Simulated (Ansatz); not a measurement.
Theory: DFT PBE, scalar-relativistic, plane waves, PAW (Ansatz 0.2.0). Settings: cutoff 420 eV, Γ-centred meshes spaced at most about 0.3 Å⁻¹, and about 0.25 Å⁻¹ or finer for metals (2π included), Gaussian smearing. No spin polarisation in the final relaxations.

These are static total energies at zero pressure.

Compare these two cells of AlSiN, each relaxed at this level.

A.

```cif
data_structure
_symmetry_space_group_name_H-M 'P4/nmm:1'
_symmetry_Int_Tables_number 129
_cell_length_a 3.0810
_cell_length_b 3.0810
_cell_length_c 9.3677
_cell_angle_alpha 90.000
_cell_angle_beta 90.000
_cell_angle_gamma 90.000
_cell_volume 88.92
loop_
_atom_site_label
_atom_site_type_symbol
_atom_site_symmetry_multiplicity
_atom_site_Wyckoff_symbol
_atom_site_fract_x
_atom_site_fract_y
_atom_site_fract_z
_atom_site_occupancy
Al1 Al 2 c 0.00000 0.50000 0.59961 1
Si1 Si 2 a 0.00000 0.00000 0.00000 1
N1 N 2 c 0.00000 0.50000 0.39068 1
```

B.

```cif
data_structure
_symmetry_space_group_name_H-M 'P-6m2'
_symmetry_Int_Tables_number 187
_cell_length_a 3.0550
_cell_length_b 3.0550
_cell_length_c 6.8855
_cell_angle_alpha 90.000
_cell_angle_beta 90.000
_cell_angle_gamma 120.000
_cell_volume 55.65
loop_
_atom_site_label
_atom_site_type_symbol
_atom_site_symmetry_multiplicity
_atom_site_Wyckoff_symbol
_atom_site_fract_x
_atom_site_fract_y
_atom_site_fract_z
_atom_site_occupancy
Al1 Al 1 f 0.66667 0.33333 0.50000 1
Si1 Si 1 a 0.00000 0.00000 0.00000 1
N1 N 1 d 0.33333 0.66667 0.50000 1
```

Task: Which would you expect to be lower, and how large is the difference?

Result: B is lower, by 90 meV/atom. A has space group P4/nmm (No. 129), 14.8 Å³/atom and no gap on its mesh; B has space group P-6m2 (No. 187), 18.6 Å³/atom and no gap. Counting N atoms around Al and Si (those within 1.25 times the shortest such distance or 1.15 times the sum of covalent radii, 1.27 where that leaves under three; a plus sign parts nearer from farther groups; the shortest distance is added where it exceeds 1.18 times the sum of covalent radii), A has Al 1+4, Si 4 from 4.0 Å and B has Al 3, Si 6 from 3.9 Å. A holds Si–Si nets (shortest 2.18 Å); in B the shortest Si–Si distance is 3.06 Å. Both come from invented guesses. A third cell relaxed alike, in P4/mmm, lies 135 meV/atom below the lower of the two.

No dispersion correction is applied, so the spacing and binding between layers, chains or molecules are poorly described (P4/nmm, P-6m2), and this can change margins and order among such cells. A magnetic state wasn't ruled out in cells without spin, among them P4/nmm. Cells relaxed within their symmetry can be saddle points.
